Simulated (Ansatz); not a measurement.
BiPbIO₂:
```
BiPbIO2
1.0
   -2.01057     2.01057     6.90439
    2.01057    -2.01057     6.90439
    2.01057     2.01057    -6.90439
Bi Pb I O
1 1 1 2
Direct
  0.33395   0.33395   0.00000
  0.66107   0.66107   0.00000
  0.99145   0.99145   0.00000
  0.75676   0.25676   0.50000
  0.25676   0.75676   0.50000
```

Relaxed with r²SCAN+D4. Special points in fractions of this cell's reciprocal vectors: Γ (0.000, 0.000, 0.000); X (0.000, 0.000, 0.500); P (0.250, 0.250, 0.250); N (0.000, 0.500, 0.000); M (0.500, 0.500, -0.500); S (0.271, 0.729, -0.271); S0 (-0.271, 0.271, 0.271); R (-0.042, 0.042, 0.500); G (0.500, 0.500, -0.042).

Problem. List the band energies nearest the valence-band maximum at these points for DFT-r²SCAN+D4 in the program Ansatz with PAW potentials.

Solution. In eV from the valence-band maximum; about four levels below and three above (degenerate sets whole), none deeper than 8.9 eV; points with the same levels are listed once.

| k | below | above |
|---|---|---|
| Γ | -1.75 -0.58 -0.58 -0.46 | 2.18 4.97 5.74 5.74 |
| X | -1.92 -1.46 -1.10 -0.92 | 2.44 4.22 4.73 |
| P | -2.03 -1.46 -1.15 -0.92 | 3.06 3.06 4.77 |
| N | -1.42 -1.25 -0.22 -0.09 | 3.97 4.73 5.53 |
| M | -1.42 -0.45 -0.45 -0.41 | 2.30 4.39 4.80 4.80 |
| S | -1.80 -1.05 -0.16 -0.09 | 4.07 4.64 5.57 |
| R | -1.88 -1.50 -1.18 -0.96 | 2.58 4.29 4.73 |

Space group I4mm. The first step of the workflow began from a Materials Project structure, measured or hypothetical; the Crystallography Open Database copy checked does not list it. Its standing as an ambient phase is unchecked. The cell was relaxed with r²SCAN+D4 under the symmetry of its start; its stability against distortions is not shown here. Spin–orbit coupling is left out wherever it is not named.

Potentials: the later of the program's two PAW sets.
